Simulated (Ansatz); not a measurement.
The elements of this relaxed trial crystal are hidden behind letters.

```
lattice vectors (Å)
   4.7238    0.0000    0.0000
   0.0000    4.7238    0.0000
   0.0000    0.0000    7.1173
fractional positions
X 0.5000 0.5000 0.5001
Z 0.5000 0.5000 0.1104
Z 0.0000 0.0000 0.8567
Q 0.5000 0.0000 0.0060
Q 0.0000 0.5000 0.0060
Q 0.0000 0.0000 0.5207
```

The calculation used DFT PBE, scalar-relativistic, plane waves, PAW (Ansatz). Cutoff 420 eV, Γ-centred 8×8×6 mesh (6-atom cell), Gaussian smearing of 0.10 eV, no spin polarisation.

- Space group: P4mm (No. 99)
- Conventional cell: a = 4.724 Å, c = 7.117 Å
- Volume per atom: 26.47 Å³
- Density: 4.45 g/cm³
- Formation energy: +0.10 eV/atom
- Gap on the 8×8×6 mesh of the 6-atom cell: 0 eV (a metal)

Energies are uncorrected and count from the elements' standard states at the same level.

Question: X is an s-block element of period 3, Z is an s-block element of period 2 and Q is a p-block element of period 5. Which elements are they?

Answer: X = Mg, Z = Be, Q = Te, so the formula is MgBe2Te3. Density times volume gives a mean mass of 4.45 × 26.47/1.6605 = 70.9 u per atom, and this set has 70.9 u. Around Mg lie 1 Be at 2.77 Å and 4 Te at 3.34 Å; around Be on its first site lie 4 Te at 2.48 Å and 1 Mg at 2.77 Å; Te on a site of symmetry 2mm has 4 Be at 2.48–2.59 Å; 2 more sites not described. Other sets within the hints have nearly the same mass, so mass alone doesn't settle it; this one was computed.

Spin–orbit coupling, which can matter for Te, is left out. A structure relaxed within its symmetry needn't be a true minimum. Another cell of MgBe2Te3 relaxed alike, in P-3m1, lies 262 meV/atom lower, so this cell isn't the stable form at this level.
